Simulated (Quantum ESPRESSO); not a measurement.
pw.x input (Quantum ESPRESSO 7.5; LDA, PseudoDojo standard norm-conserving files, scalar-relativistic):

```
&CONTROL
  calculation = 'scf'
  pseudo_dir = './pseudo'
  outdir = './out'
  tprnfor = .true.
  tstress = .true.
/
&SYSTEM
  ibrav = 0
  nat = 2
  ntyp = 2
  ecutwfc = 82.3
  ecutrho = 329.2
  occupations = 'smearing'
  smearing = 'fd'
  degauss = 0.002
  nbnd = 19
/
&ELECTRONS
  conv_thr = 2e-10
/
ATOMIC_SPECIES
Sn 118.7100 Sn.upf
Te 127.6000 Te.upf
CELL_PARAMETERS angstrom
  0.000000000000   3.185815000000   3.185815000000
  3.185815000000   0.000000000000   3.185815000000
  3.185815000000   3.185815000000   0.000000000000
ATOMIC_POSITIONS crystal
Sn   0.000000000000   0.000000000000   0.000000000000
Te   0.500000000000   0.500000000000   0.500000000000
K_POINTS automatic
8 8 8 0 0 0
```

End of the output:

```
     total energy              =    -366.31582030 Ry
     estimated scf accuracy    <       0.00000012 Ry
     total energy              =    -366.31582035 Ry
     estimated scf accuracy    <       0.00000002 Ry
     total energy              =    -366.31582036 Ry
     estimated scf accuracy    <          9.8E-10 Ry
[...]
     the Fermi energy is     9.0900 ev
!    total energy              =    -366.31582036 Ry
     estimated scf accuracy    <          6.6E-12 Ry
     smearing contrib. (-TS)   =      -0.00004300 Ry
     internal energy E=F+TS    =    -366.31577736 Ry
     The total energy is F=E-TS. E is the sum of the following terms:
     one-electron contribution =    -152.04541064 Ry
     hartree contribution      =      90.12224332 Ry
     xc contribution           =     -91.73290829 Ry
     ewald contribution        =    -212.65970175 Ry
     convergence has been achieved in   8 iterations
     Forces acting on atoms (cartesian axes, Ry/au):
     atom    1 type  1   force =    -0.00000000   -0.00000000    0.00000000
     atom    2 type  2   force =     0.00000000    0.00000000    0.00000000
     Total force =     0.000000     Total SCF correction =     0.000000
     Computing stress (Cartesian axis) and pressure
          total   stress  (Ry/bohr**3)                   (kbar)     P=      -28.46
  -0.00019349  -0.00000000  -0.00000000          -28.46       -0.00       -0.00
  -0.00000000  -0.00019349  -0.00000000           -0.00      -28.46       -0.00
  -0.00000000  -0.00000000  -0.00019349           -0.00       -0.00      -28.46
```

Spin-orbit coupling is not included.

Geometry of the Materials Project entry, not relaxed at this level.
